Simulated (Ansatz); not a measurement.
BaSn in space group Cmcm (No. 63; Ba on 4c, Sn on 4c), the program Ansatz at the r²SCAN level (PAW), all energies at zero smearing, with the estimated change up to a 700 eV cutoff added, with one set of potentials and settings (totals compare only within such a set). Cell of 4 atoms (2 Ba, 2 Sn): -24009.589 eV.

| element | reference phase | E (eV/atom) |
|---|---|---|
| Ba | Im-3m, 1 atoms in the cell | -5964.4614 |
| Sn | Fd-3m, 2 atoms in the cell | -6038.6401 |

Formation energy per atom, worked out: (-24009.589 − 2×(-5964.4614) − 2×(-6038.6401))/4 = -0.847 eV/atom (-82 kJ per mol of atoms), at 0 K, without zero-point energy or fitted corrections.

The first step of the workflow began from a Materials Project structure, measured or hypothetical; the Crystallography Open Database files this formula in space group No. 63, but the cells were not matched. Its standing as an ambient phase is unchecked. The cell was relaxed with r²SCAN under the symmetry of its start; its stability against distortions is not shown here. The references are the lowest solids computed at this level, not always the standard phases. Spin–orbit coupling is left out wherever it is not named.

Potentials: the later of the program's two PAW sets.
